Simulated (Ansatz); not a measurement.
LiCl:
```
LiCl
1.0
    0.00000     2.53208     2.53208
    2.53208     0.00000     2.53208
    2.53208     2.53208     0.00000
Li Cl
1 1
Direct
  0.00000   0.00000   0.00000
  0.50000   0.50000   0.50000
```

Relaxed with PBEsol.

Q: Decompose the optical modes at the zone centre into irreducible representations, and say which are infrared and Raman allowed.

A: Point group m-3m: Γ_opt = T1u. Infrared: T1u. Raman: none.

Q: Assign frequencies (DFPT, plane-wave PAW PBEsol (Ansatz code); without the LO–TO term).

A: T1u 206 cm⁻¹.

Space group Fm-3m (rock salt). The cell was relaxed with PBEsol under the symmetry of its start; phonons on a q-mesh show no instability.

Potentials: the later of the program's two PAW sets.
